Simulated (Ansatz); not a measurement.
The cell is RuClI (Janus 2H monolayer); cell and atoms were relaxed with r2SCAN. In-plane lattice: a = 3.696 Å, b = 3.696 Å, γ = 120.0°; thickness between the outer nuclei 3.11 Å. Ru has 3 I at 2.53 Å and 3 Cl at 2.77 Å; Cl has 3 Ru at 2.77 Å; I has 3 Ru at 2.53 Å.

```xyz
3
Lattice="3.6963 0.0000 0.0000 -1.8481 3.2010 0.0000 0.0000 0.0000 30.7023" Properties=species:S:1:pos:R:3 pbc="T T F"
Ru    0.0000    2.1340    8.8634
Cl    1.8481    1.0670   10.6236
I     1.8481    1.0670    7.5130
```
Two periodic directions, a and b.

3 runs of the plane-wave code Ansatz on this cell differ in the functional (and in the settings that go with it). Levels are in eV from each run's valence top; v1 is the last filled band, c1 the first empty one.

Run A, mean stress -2.9 N/m (compression positive):

| point | v4 | v3 | v2 | v1 | c1 | c2 |
| --- | --- | --- | --- | --- | --- | --- |
| Γ | -2.53 | -0.96 | -0.51 | -0.51 | 1.25 | 1.25 |
| M | -2.73 | -1.67 | -0.57 | -0.48 | 0.63 | 1.12 |
| K | -2.94 | -1.63 | -1.13 | 0.00 | 0.72 | 1.05 |
| (1/6, 0.172, 0) | -2.49 | -1.72 | -0.55 | -0.45 | 0.55 | 1.05 |

Run B, mean stress 0.0 N/m (compression positive):

| point | v4 | v3 | v2 | v1 | c1 | c2 |
| --- | --- | --- | --- | --- | --- | --- |
| Γ | -2.52 | -1.00 | -0.48 | -0.48 | 1.54 | 1.54 |
| M | -2.71 | -1.70 | -0.56 | -0.51 | 0.98 | 1.44 |
| K | -2.91 | -1.58 | -1.25 | 0.00 | 0.99 | 1.43 |
| (1/6, 0.172, 0) | -2.50 | -1.74 | -0.50 | -0.45 | 0.86 | 1.35 |

Run C, mean stress -0.3 N/m (compression positive):

| point | v4 | v3 | v2 | v1 | c1 | c2 |
| --- | --- | --- | --- | --- | --- | --- |
| Γ | -2.48 | -1.05 | -0.42 | -0.42 | 2.30 | 2.30 |
| M | -2.64 | -1.79 | -0.59 | -0.55 | 1.76 | 2.25 |
| K | -2.84 | -1.59 | -1.38 | 0.00 | 1.72 | 2.27 |
| (1/6, 0.172, 0) | -2.48 | -1.79 | -0.46 | -0.45 | 1.60 | 2.12 |

Task: Match the runs to LDA, r2SCAN, r2SCANh.

Result: A is LDA, B is r2SCAN, C is r2SCANh. In order of the gap: LDA 0.55, r2SCAN 0.86, r2SCANh 1.59 eV.

All values are calculated for a non-magnetic cell, which may be hypothetical.

No spin-orbit coupling is included; it can move band edges with weight on the heavy atoms by tenths of an eV.

The program warns that its thresholds are loose for a hybrid's stress.

The meshes of the hybrids are coarse, so their gaps aren't converged to the digits shown.
